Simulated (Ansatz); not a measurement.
**Computed properties of CdSe**

CdSe:
```yaml
crystal:
  lattice:
    - [4.38187, 0.00000, 0.00000]
    - [-2.19093, 3.79481, 0.00000]
    - [0.00000, 0.00000, 14.30776]
  atoms:
    - { symbol: Cd, position: [0.00000, 0.00000, 0.00032] }
    - { symbol: Cd, position: [0.00000, 0.00000, 0.50032] }
    - { symbol: Cd, position: [0.66667, 0.33333, 0.75018] }
    - { symbol: Cd, position: [0.33333, 0.66667, 0.25018] }
    - { symbol: Se, position: [0.00000, 0.00000, 0.81269] }
    - { symbol: Se, position: [0.00000, 0.00000, 0.31269] }
    - { symbol: Se, position: [0.66667, 0.33333, 0.56245] }
    - { symbol: Se, position: [0.33333, 0.66667, 0.06245] }
```

Space group P6_3mc (No. 186); conventional cell a = 4.3819 Å, b = 4.3819 Å, c = 14.3078 Å, α = 90.00°, β = 90.00°, γ = 120.00°.

Method: the program Ansatz at the PBE level (PAW). Geometry: relaxed at this level of theory. Other levels are named where they apply.

**Cell and energy**

Volume per atom: 29.74 Å³
Density: 5.34 g/cm³
Formation energy from the elements (no fitted shifts): -0.63 eV/atom

**Electronic structure**

Band gap: 0.52 eV (direct)
Valence-band maximum: at Γ
Conduction-band minimum: at Γ
Electron effective mass: 0.054 mₑ (isotropic)
Electron effective mass with spin–orbit coupling: 0.050 mₑ (isotropic)
Hole effective mass, band 1 of 2 at the edge: 1.6 along x, 1.6 along z (mₑ)
Hole effective mass, band 2 of 2 at the edge: 0.057 along x, 1.6 along z (mₑ)
Hole effective mass with spin–orbit coupling: 0.085, 0.085, 1.6 mₑ (principal values)
HSE06 gap on the PBE cell: 1.45 eV
Gap with spin–orbit coupling: 0.40 eV

**Mechanics**

* **Bulk modulus (Birch–Murnaghan fit)**: 44.7 GPa
* **Pressure derivative B′**: 4.7
* **Elastic constants (relaxed ions, GPa)**: C11 = 66.1, C12 = 37.3, C13 = 30.5, C33 = 73.6, C44 = 12.9
* **Mechanical stability**: stable (all eigenvalues of C positive)
* **Hill bulk and shear moduli**: 44.7 and 14.9 GPa
* **Young's modulus**: 40.3 GPa
* **Poisson's ratio**: 0.35
* **Debye temperature from the elastic constants**: 181 K
* **Piezoelectric stress constants (proper, relaxed ions, C/m²)**: e15 = e24 = 0.04, e31 = e32 = 0.06, e33 = -0.09

**Phonons**

- Highest zone-centre frequency (without LO–TO term): 185 cm^-1
- Zone-centre stability: no imaginary mode at Γ
- Dynamical stability on the path: stable (no imaginary branch)
- Zero-point energy: 21.5 meV/atom
- Vibrational entropy at 300 K: 44.4 J/(K·mol of atoms)

**Charges**

Bader charges: Cd +0.73, Se -0.73 e

The cell is a constructed one: a structure type filled with these elements. Its sites differ from those of the usual phase in this space group: another stacking or structure type. Symmetry was held in the PBE relaxation. Signs of piezoelectric constants follow the polarity of the cell as given. The references are the lowest solids computed at this level, not always the standard phases. Spin–orbit coupling is left out wherever it is not named.

Potentials: the later of the program's two PAW sets.
